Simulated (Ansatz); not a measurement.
Values for one crystal, relaxed and computed with DFT-PBE in the program Ansatz with PAW potentials; other levels are named.

- Volume per atom: 24.31 Å³
- Band gap: 1.47 eV (indirect)
- Valence-band maximum: at K
- Smallest direct gap on the standard path: 1.53 eV
- Formation energy from the elements (no fitted shifts): -0.56 eV/atom
- Conduction-band minimum: on the K–Γ line, 48 % of the way from K (6 equivalent valleys)

Question: Which compound is it?
(A) AlN, zinc blende
(B) MgS, rock salt
(C) BeSe, zinc blende
(D) WSe2, P6_3/mmc (W on 2c, Se on 4f)

Answer: D, WSe2, P6_3/mmc (W on 2c, Se on 4f)

The cell was relaxed with PBE under the symmetry of its start. No spin polarisation was allowed. The volume lies over 15 % above that of the usual cell of this phase: another minimum, or an error of the functional. A crystal of weakly bound layers computed without a dispersion correction: the cell and the soft elastic constants depend strongly on that. The references are the lowest solids computed at this level, not always the standard phases. Spin–orbit coupling is left out wherever it is not named.

Potentials: the later of the program's two PAW sets.
